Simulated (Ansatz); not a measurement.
Profile along the O–Ba line in BaO (rock salt)

BaO (rock salt)

```cif
data_BaO
_chemical_formula_sum 'O1 Ba1'
_space_group_name_H-M_alt 'P 1'
_space_group_IT_number 1
_cell_length_a 3.94101
_cell_length_b 3.94101
_cell_length_c 3.94101
_cell_angle_alpha 60.000
_cell_angle_beta 60.000
_cell_angle_gamma 60.000
loop_
_space_group_symop_operation_xyz
  'x, y, z'
loop_
_atom_site_label
_atom_site_type_symbol
_atom_site_fract_x
_atom_site_fract_y
_atom_site_fract_z
_atom_site_occupancy
O1 O 0.00000 0.00000 0.00000 1
Ba1 Ba 0.50000 0.50000 0.50000 1
```

Fields along a shortest O–Ba line of a {110} plane (2.79 Å), from O to Ba, interpolated on the slice's grid (step about 0.2 Å). Level of theory: PBE (plane waves to 420 eV, PAW, scalar-relativistic; Ansatz, an electronic-structure program). k mesh 10×10×10. These are valence fields of a PAW run, semicore shells included where kept as valence: close to a nucleus they are smooth pseudo fields. BaO was relaxed with its symmetry unable to fall.

```
distance from O (Å)  valence electron density (e/Å³)  electron localisation function
-------------------  -------------------------------  ------------------------------
0.00                                            7.60                               x
0.14                                            7.22                               x
0.28                                            5.97                               x
0.42                                            4.11                               x
0.56                                            2.33                            0.81
0.70                                            1.20                            0.81
0.84                                            0.65                            0.73
0.98                                            0.38                            0.53
1.12                                            0.25                            0.26
1.26                                            0.20                            0.13
1.40                                            0.22                            0.14
1.53                                            0.32                            0.39
1.67                                            0.52                            0.66
1.81                                            0.83                            0.82
1.95                                            1.18                            0.85
2.09                                            1.39                            0.81
2.23                                            1.31                            0.57
2.37                                            0.97                               x
2.51                                            0.56                               x
2.65                                            0.28                               x
2.79                                            0.19                               x
```

x: too close to a nucleus for the ELF to mean much.

Density on the O–Ba line (2.79 Å) at its density minimum, 1.3 Å from O: 0.20 e/Å³. ELF at that point: 0.1.
